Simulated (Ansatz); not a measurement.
## Relaxing lead (omega (AlB2-type))

Level of theory: DFT, LDA (PW92), plane waves (420 eV) with PAW, scalar-relativistic (Ansatz 0.2.0). The PAW files were generated under PBE, with cores re-solved for the functional.

k-point mesh 7×7×9, Fermi-Dirac smearing 0.1 eV, no spin polarisation. Cell and atoms relax.

Starting structure:

```cif
data_structure
_symmetry_space_group_name_H-M 'P 1'
_symmetry_Int_Tables_number 1
_cell_length_a 5.5549
_cell_length_b 5.5549
_cell_length_c 3.4051
_cell_angle_alpha 90.000
_cell_angle_beta 90.000
_cell_angle_gamma 120.000
_cell_volume 90.99
loop_
_atom_site_label
_atom_site_type_symbol
_atom_site_fract_x
_atom_site_fract_y
_atom_site_fract_z
_atom_site_occupancy
Pb1 Pb 0.00000 0.00000 0.00000 1
Pb2 Pb 0.33333 0.66667 0.50000 1
Pb3 Pb 0.66667 0.33333 0.50000 1
```

Question: What cell does the relaxation end in?

Answer: P6/mmm with a = 5.501 Å, c = 3.342 Å (c/a = 0.608); 29.20 Å³ per atom against 30.33 at the start (-3.7 %).

Question: How much energy does the relaxation gain?

Answer: 6.8 meV per atom.
